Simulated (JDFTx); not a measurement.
System: TiTe2 monolayer (P-3m1 bulk; lattice of mp-1907, not re-optimised at this level), 1x1 cell of 3 atoms in 3 planes (Te outermost), area 12.67 Å² a face, 3.4 Å between the outermost planes in a cell 19.4 Å high; k mesh 6×6×1, Fermi width 0.01 Ha, no spin polarisation. Whether this polymorph is the ambient one wasn't checked. A free-standing single layer at the bulk's in-plane lattice is a model cell. Neither spin polarisation nor a larger cell was tried.

Profiles through the double layer of this slab, charged, in CANDLE, water, 1 M NaF; PBE, GBRV ultrasoft potentials, plane waves to 20/100 Ha, a modified build of JDFTx. z is the height above the outermost atoms, φ the plane-averaged electrostatic potential energy of an electron (zero in the bulk liquid), ρ_b the bound charge of solvent and ions, s the cavity shape function (0 in the solid, 1 in the liquid).

| z (Å) | n (e/Å³) | s | φ (eV) | ρ_b (10⁻³ e/Å³) |
|---|---|---|---|---|
| 0.82 | 0.1590 | 0.00 | -1.991 | -0.02 |
| 1.28 | 0.0609 | 0.00 | -1.352 | -0.92 |
| 1.74 | 0.0167 | 0.00 | -0.438 | -5.72 |
| 2.20 | 0.0042 | 0.07 | -0.083 | -3.23 |
| 2.67 | 0.0010 | 0.29 | -0.040 | 0.28 |
| 3.13 | 0.0002 | 0.59 | -0.030 | 0.16 |
| 3.59 | 0.0001 | 0.86 | -0.024 | 0.03 |
| 4.05 | 0.0000 | 0.99 | -0.021 | 0.00 |
| 4.51 | 0.0000 | 1.00 | -0.018 | -0.01 |
| 4.98 | 0.0000 | 1.00 | -0.015 | -0.01 |
| 5.44 | 0.0000 | 1.00 | -0.013 | -0.01 |
| 5.90 | 0.0000 | 1.00 | -0.011 | -0.01 |
| 6.36 | 0.0000 | 1.00 | -0.010 | -0.01 |
| 6.82 | 0.0000 | 1.00 | -0.008 | 0.00 |
| 7.29 | 0.0000 | 1.00 | -0.007 | 0.00 |
| 7.75 | 0.0000 | 1.00 | -0.006 | 0.00 |

Question: Is the electrode positively or negatively charged, and roughly by how much?

Answer: Positively: σ = 7.0 μC/cm² per face. The liquid's bound charge is of the opposite sign overall, and far from the surface φ decays with the screening length (3.0 Å).
